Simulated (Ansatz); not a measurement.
Relaxing a structure of B

The relaxed structure here is a generated cell of B: the first start was made by placing the elements on the sites of a structure type, and the end was not matched to a known phase here, so it may be hypothetical.

The start is a generated cell, B built in the AFLOW prototype A_oC4_63_c (A20). Cell shape, volume and atoms are optimised at zero target pressure with r2SCAN (plane waves to 500 eV, PAW, scalar-relativistic; Ansatz, a program for electronic structure). The first steps use a coarse 13×13×7 k-mesh.

Starting cell:
```yaml
crystal:
  lattice:
    - [0.96092, -1.98269, 0.00000]
    - [0.96092, 1.98269, 0.00000]
    - [0.00000, 0.00000, 3.33208]
  atoms:
    - { symbol: B, position: [0.89772, 0.10228, 0.25000] }
    - { symbol: B, position: [0.10228, 0.89772, 0.75000] }
```

| Item | Value |
|---|---|
| Largest initial force | about 0.3 eV/Å, on B1, B2 (atoms numbered as listed) |
| Outcome | The space group goes from Cmcm (No. 63) to Cmmm (No. 65), with 1 atom in the primitive cell |
| Energy released | 0.63 eV/atom |
| Volume change | +3.9 %, from 6.35 to 6.60 Å³/atom |
| Band gap at the end | zero (metallic) |
| Optimiser moves | 37 |

It ends as:

```cif
data_B2
_chemical_formula_sum 'B2'
_space_group_name_H-M_alt 'Cmmm'
_space_group_IT_number 65
_space_group_name_Hall '-C 2 2'
_cell_length_a 2.08427
_cell_length_b 2.92539
_cell_length_c 2.16393
_cell_angle_alpha 90.000
_cell_angle_beta 90.000
_cell_angle_gamma 90.000
loop_
_atom_site_label
_atom_site_type_symbol
_atom_site_symmetry_multiplicity
_atom_site_Wyckoff_symbol
_atom_site_fract_x
_atom_site_fract_y
_atom_site_fract_z
_atom_site_occupancy
B1 B 2 d 0.50000 0.50000 0.50000 1
```
(The calculation used a cell of 1 atom; values per cell refer to that cell.)

Final values are on a 27×27×21 k-mesh of the relaxed cell. No spin polarisation in the result. The relaxed primitive cell holds an odd number of electrons. A magnetic state may lie lower.

The run could not lose the symmetry of its start, so the end can be a saddle point.
